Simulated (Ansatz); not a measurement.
Structures of Be2Te: which is lowest?

Plane-wave DFT in Ansatz with scalar-relativistic PAW potentials, cutoff 420 eV, Γ-centred meshes chosen by cell and gap, Gaussian smearing with energies taken to zero width. Every cell was relaxed (cell and atoms) in a run of its own, within the symmetry of its start. Functional: PBE.

Relaxed structures (starts from databases or built by putting these elements on another compound's sites):
A. Fm-3m, 3 atoms in the computed cell, a = 6.087 Å; sites (symmetry × multiplicity) Be -43m × 8, Te m-3m × 4; start: built
B. R3m, 3 atoms in the computed cell, a = 3.767 Å, c = 12.267 Å; sites (symmetry × multiplicity) Be 3m × 3 + 3m × 3, Te 3m × 3; start: built
C. P4_2/mnm, 6 atoms in the computed cell, a = 5.856 Å, c = 3.772 Å; sites (symmetry × multiplicity) Be m.2m × 4, Te m.mm × 2; start: built

**Question.** Rank them by energy. Could pressure change the order?

**Answer.**
| structure | group | E − E(lowest) (meV/atom) | V (Å³/atom) | gap on mesh (eV) |
| --- | --- | --- | --- | --- |
| B | R3m | 0.0 | 16.75 | 0.00 |
| A | Fm-3m | 384 | 18.80 | 0.00 |
| C | P4_2/mnm | 517 | 21.55 | 0.00 |

B is lowest, 384 meV/atom under A. The lowest is also the densest of these, so pressure wouldn't bring one of the others in at first order. Other structures may lie lower than all of these, and vibrations aren't counted.

Spin-orbit coupling is left out, which matters for the bands of heavy elements.